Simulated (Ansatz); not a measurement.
Pb (fcc (Cu type), Fm-3m) at seven volumes, plane-wave PAW LDA (Ansatz code), scaled uniformly. One row is withheld.

```tsv
V (Å³/atom)	P (GPa)
26.466	6.30
27.338	?
28.211	1.74
29.083	0.00
29.956	-1.44
30.828	-2.64
31.701	-3.64
```

Fit the shown pressures and predict the withheld one.

Third-order Birch–Murnaghan: P = (3/2)B₀(x^(7/2) − x^(5/2))[1 + (3/4)(B′ − 4)(x − 1)] with x = (V₀/V)^(2/3). Least squares on the six rows gives V₀ = 29.086 Å³/atom, B₀ = 52.56 GPa, B′ = 5.06. At V = 27.338, x = 1.0422 and P = 3.81 GPa. The run itself gave 3.82 GPa.

Symmetry was held in the LDA relaxation. Scalar-relativistic: spin–orbit coupling is off unless named, which matters more the heavier the elements.

Potentials: the earlier of the program's two PAW sets. The files were generated under PBE; for other functionals the program regenerates the frozen cores, and for LDA and PBEsol the local potential too.
